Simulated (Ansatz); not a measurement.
CaAs$_{4}$Rh$_{6}$: pressure against volume

A database entry relaxed whole under r2SCAN (P-6m2):

```yaml
crystal:
  lattice:
    - [7.22515, 0.00000, 0.00000]
    - [-3.61258, 6.25716, 0.00000]
    - [0.00000, 0.00000, 3.77538]
  atoms:
    - { symbol: Ca, position: [0.00000, 0.00000, 0.00000] }
    - { symbol: As, position: [0.81185, 0.18815, 0.50000] }
    - { symbol: As, position: [0.37631, 0.18815, 0.50000] }
    - { symbol: As, position: [0.81185, 0.62369, 0.50000] }
    - { symbol: As, position: [0.33333, 0.66667, 0.00000] }
    - { symbol: Rh, position: [0.53480, 0.46520, 0.00000] }
    - { symbol: Rh, position: [0.93041, 0.46520, 0.00000] }
    - { symbol: Rh, position: [0.53480, 0.06959, 0.00000] }
    - { symbol: Rh, position: [0.19996, 0.80004, 0.50000] }
    - { symbol: Rh, position: [0.60008, 0.80004, 0.50000] }
    - { symbol: Rh, position: [0.19996, 0.39992, 0.50000] }
```

The cell was scaled uniformly, its shape held, and the atoms relaxed at each volume with plane-wave PAW DFT (Ansatz 0.2.0; r2SCAN, 500 eV, 6×6×9 Γ-centred mesh, fermi-dirac occupations of width 0.100 eV; no spin, no spin-orbit coupling). One row is withheld.

```csv
volume (Å³/atom),energy over the lowest (meV/atom),pressure (GPa)
14.585,36.1,13.38
14.896,15.3,8.38
15.206,3.6,3.94
15.516,0.0,0.01
15.827,?,?
16.137,13.6,-6.57
16.447,29.2,-9.31
```

Problem. Fit the pressures of the other rows to the third-order Birch-Murnaghan form.

Solution. With f = [(V₀/V)^(2/3) − 1]/2 and P = 3B₀f(1 + 2f)^(5/2)[1 + 3(B₀′ − 4)f/2], least squares gives V₀ = 15.52 Å³ an atom, B₀ = 185 GPa and B₀′ = 5.0; the rows miss the fit by less than 0.01 GPa. The slope of the energies differs from these pressures by 0.10 GPa, since they are taken to zero smearing while pressures follow the free energy.

Problem. What does the withheld row hold?

Solution. The fit gives -3.48 GPa at 15.827 Å³; the run gave -3.48 GPa and 3.6 meV an atom.

Caveats: the shape of the cell was held, so B₀ is an upper bound where the axes differ in stiffness; 0 K, fixed nuclei; the symmetry was kept, and this need not be the phase that is stable at 0 K; one mesh for all volumes; every run is gapless at this level; pressure is positive in compression.
